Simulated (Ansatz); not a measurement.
# CdHg₂Se₃: rattling a relaxed structure

It was reached by relaxing an invented guess, and it needn't be the stable form of this composition.

All numbers below come from DFT PBE, scalar-relativistic, plane waves, PAW in Ansatz. Plane waves to 420 eV, a k mesh through Γ of 12×12×4 on the computed 6-atom cell and Gaussian smearing (0.10 eV); no spin polarisation.

The cell below (6 atoms, space group P3m1 (No. 156)) is relaxed within its symmetry.

```
CELL_PARAMETERS angstrom
4.41414 0.00000 0.00000
-2.20707 3.82276 0.00000
0.00000 0.00000 10.79390
ATOMIC_POSITIONS crystal
Cd 0.00000 0.00000 0.00090
Hg 0.66667 0.33333 0.66757
Hg 0.33333 0.66667 0.33222
Se 0.00000 0.00000 0.75167
Se 0.66667 0.33333 0.41683
Se 0.33333 0.66667 0.08081
```

For the test a repeat of it with 12 atoms (edges 4.41, 4.41, 21.59 Å) was strained at random (σ = 1.5 % a component), the atoms were moved at random (σ = 0.15 Å), and all was relaxed again on a coarse 6×6×1 mesh (in the run’s order of axes) with 0.20 eV smearing, with no symmetry imposed.

Spin–orbit coupling, which can matter for Hg, is left out.

Question: Is the structure stable against such a distortion?

Answer: It returns, within 1 meV/atom of the unmoved cell on that mesh and with the same symmetry when read at 0.1 Å (P1 at 0.01 Å, so small strains and shifts remain). No instability shows in this cell; modes of other wave vectors, which need another repeat, aren't tested.
